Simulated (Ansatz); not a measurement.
Lu:
```xyz
2
Lattice="3.4432 0.0000 0.0000 -1.7216 2.9819 0.0000 0.0000 0.0000 5.3483" Properties=species:S:1:pos:R:3 pbc="T T T"
Lu     0.0000     1.9880     4.0112
Lu     1.7216     0.9940     1.3371
```

Relaxed with PBEsol. Special points in fractions of this cell's reciprocal vectors: Γ (0.000, 0.000, 0.000); M (0.500, 0.000, 0.000); K (0.333, 0.333, 0.000); A (0.000, 0.000, 0.500); L (0.500, 0.000, 0.500); H (0.333, 0.333, 0.500).

Q: List the band energies nearest the Fermi level at these points for PBEsol in the plane-wave PAW code Ansatz.

A: In eV from the Fermi level; about four levels below and three above (degenerate sets whole), none deeper than 8.9 eV; points with the same levels are listed once.

```
k                                below                          above
-  -----------------------------------  -----------------------------
Γ        -4.72 -4.72 -4.70 -4.69 -2.49                 0.92 2.21 2.21
M              -2.40 -1.49 -0.92 -0.30                 1.73 1.84 2.54
K              -1.00 -1.00 -0.78 -0.63                 1.36 1.36 2.86
A              -4.70 -4.70 -4.41 -4.41  1.27 1.27 2.10 2.10 2.10 2.10
L  -4.72 -4.72 -4.72 -4.72 -2.21 -2.21            0.13 0.13 1.51 1.51
H              -0.64 -0.64 -0.49 -0.49            0.45 0.45 3.52 3.52
```

Space group P6_3/mmc (hcp (Mg type)). The PBEsol relaxation kept the symmetry of its start. Scalar-relativistic: spin–orbit coupling is off unless named, which matters more the heavier the elements.

Potentials: the later of the program's two PAW sets.
